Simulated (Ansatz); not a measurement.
**YbFe3 (AuCu3-type structure)**

Computed with Ansatz (plane waves, PAW, 420 eV cutoff): PBE, scalar-relativistic, collinear spin, Γ-centred 8×8×8 mesh, 0.05 eV Gaussian smearing; PAW files: Ansatz's generated set soft_2.

```cif
data_structure
_symmetry_space_group_name_H-M 'P 1'
_symmetry_Int_Tables_number 1
_cell_length_a 3.9152
_cell_length_b 3.9152
_cell_length_c 3.9152
_cell_angle_alpha 90.000
_cell_angle_beta 90.000
_cell_angle_gamma 90.000
_cell_volume 60.02
loop_
_atom_site_label
_atom_site_type_symbol
_atom_site_fract_x
_atom_site_fract_y
_atom_site_fract_z
_atom_site_occupancy
Yb1 Yb 0.00000 0.00000 0.00000 1
Fe1 Fe 0.00000 0.50000 0.50000 1
Fe2 Fe 0.50000 0.50000 0.00000 1
Fe3 Fe 0.50000 0.00000 0.50000 1
```

The structure was built from a prototype; whether the compound forms in it isn't claimed.

Magnetic state: ferromagnetic, site spin moments Yb 0.35; Fe 2.47 μB.

The geometry was relaxed with PBE and stays fixed; the gap of the first row includes a band path, the others are on their meshes. A negative pressure means that the level wants a smaller cell.

| level | k-mesh | gap (eV) | P (GPa) | largest spin moment (μB) | f electrons (Löwdin) |
| --- | --- | --- | --- | --- | --- |
| PBE | 8×8×8 | metal | 0.0 | 2.47 | 13.53 |
| PBEsol | 8×8×8 | metal | -6.7 | 2.46 | 13.52 |

Task: And under LDA (8×8×8): gap, the largest spin moment, pressure?

Result: Gap zero (metallic), pressure -12.3 GPa, largest spin moment 2.40 μB.

**Reading the ladder.**

To first order a pressure P at this geometry moves the equilibrium volume by ΔV/V ≈ P/B0, with B0 = 108 GPa from PBE's equation of state: PBEsol −6.69/107.7 = −6.2 %, about 14.1 Å³/atom; LDA −12.34/107.7 = −11.5 %, about 13.3 Å³/atom (from 15.00). These are estimates, not relaxations, and those over 6 % overshoot where the cell shrinks, since it stiffens.

The pressures rise from LDA over PBEsol to PBE. The gradient terms favour an uneven density and so weaken the binding; PBEsol's are smaller than PBE's, and LDA has none.

No row holds spin–orbit coupling, which matters for elements this heavy.

Without a U the 4f levels of Yb lie too near the Fermi level, so their share of the states there, and what hangs on it, is overstated.

Pressures are a third of the stress tensor's trace.
